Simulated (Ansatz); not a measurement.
ZrSiO in space group P4/nmm (No. 129; Zr on 2c, Si on 2a, O on 2c), DFT-PBEsol in the program Ansatz with PAW potentials, all energies at zero smearing, with the estimated change up to a 700 eV cutoff added, with one set of potentials and settings (totals compare only within such a set). Cell of 6 atoms (2 Zr, 2 Si, 2 O): -10628.173 eV.

```
element                            reference phase  E (eV/atom)
-------  -----------------------------------------  -----------
Zr                     P6/mmm, 3 atoms in the cell   -4128.6456
Si                      Fd-3m, 2 atoms in the cell    -621.4920
O        C2/m, 4 atoms in the cell, spin-polarised    -558.3554
```

Formation energy per atom, worked out: (-10628.173 − 2×(-4128.6456) − 2×(-621.4920) − 2×(-558.3554))/6 = -1.864 eV/atom (-180 kJ per mol of atoms), at 0 K, without zero-point energy or fitted corrections.

The workflow started from a Materials Project entry (that database holds measured and hypothetical structures alike); the Crystallography Open Database copy checked does not list it. Whether it is the stable phase at ambient conditions was not checked. The cell was relaxed with PBEsol under the symmetry of its start; whether a distortion lowers the energy is not shown. No spin polarisation was allowed. The references are the lowest solids computed at this level, not always the standard phases (solids in place of the gases).

Potentials: the later of the program's two PAW sets.
